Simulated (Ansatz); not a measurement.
Input and command of a plane-wave DFT calculation in Ansatz:

```yaml
crystal:
  lattice:
    - [2.533, 0.0, 0.0]
    - [0.0, 2.533, 0.0]
    - [0.0, 0.0, 3.4029]
  atoms:
    - { symbol: Fe, position: [0.0, 0.0, 0.0], spin: 2.97 }
    - { symbol: Ni, position: [0.5, 0.5, 0.5], spin: 0.78 }
basis:
  ecutwfc: 420
kpoints:
  mp_grid: { grid: [18, 18, 14] }
hamiltonian:
  xc: pbesol
scf:
  occupations: { method: gaussian, width: 0.15 }
output:
  forces: true
  stress: true
  eigenvalues: true
  populations: true
magnetization:
  spin_polarized: true
```

```bash
ansatz run input.yaml --threads 1 --pin off --max-ram 2560MiB --backend cpu --events-out ev --progress --plain --runs-dir out
```

Processor: Arm Neoverse V2, 1 thread, on a host shared with other jobs.

Estimate time, memory and problem size.

About 38 s on 1 thread of Arm Neoverse V2, with other jobs on the host, peak memory 0.61 GiB. It solves 23 bands at 440 k points (the mesh reduced by symmetry) with about 419 plane waves, in 12 SCF iterations.
